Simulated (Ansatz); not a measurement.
Does this entry for ZnTeH4N2 lie near equilibrium?

The cell is a refined structure from the COD.

Space group P2_1 (No. 4); a = 4.2222, b = 6.9057, c = 7.3031 Å, β = 98.93°.

| site | Wyckoff | site symmetry | x | y | z |
| --- | --- | --- | --- | --- | --- |
| Zn | 2a | 1 | 0.7668 | 0.9555 | 0.5505 |
| Te | 2a | 1 | 0.7831 | 0.3284 | 0.6274 |
| H5 | 2a | 1 | 0.8142 | 0.7061 | 0.8068 |
| H7 | 2a | 1 | 0.0315 | 0.8628 | 0.8731 |
| H9 | 2a | 1 | 0.6020 | 0.0404 | 0.9186 |
| H11 | 2a | 1 | 0.7532 | 0.8815 | 0.0581 |
| N13 | 2a | 1 | 0.8310 | 0.8360 | 0.8168 |
| N15 | 2a | 1 | 0.6060 | 0.9040 | 0.9323 |

One atom of each set is listed.

Level of theory: DFT, PBE, plane waves and PAW, scalar-relativistic, 420 eV cutoff, Γ-centred 7×5×4 k-points, Fermi–Dirac smearing 0.05 eV (Ansatz 0.2.0).

(1) Do the atoms and the cell lie near the calculated equilibrium?

Answers

(1) No. The largest force is 8.4 eV/Å, on atom 14 (N: 2 H at 0.90 Å, 1 N at 1.44 Å, 1 Zn at 2.09 Å; also 2 H at 1.87–1.92 Å), and the pressure is 11.2 GPa, with principal stresses up to 18 GPa in size. Such values can come from a cell under pressure, imprecise or misplaced coordinates, missing atoms or a wrong setting of the space group; the run alone doesn't tell which, and gradients calculated on this entry can't be taken for those of the compound at ambient conditions.
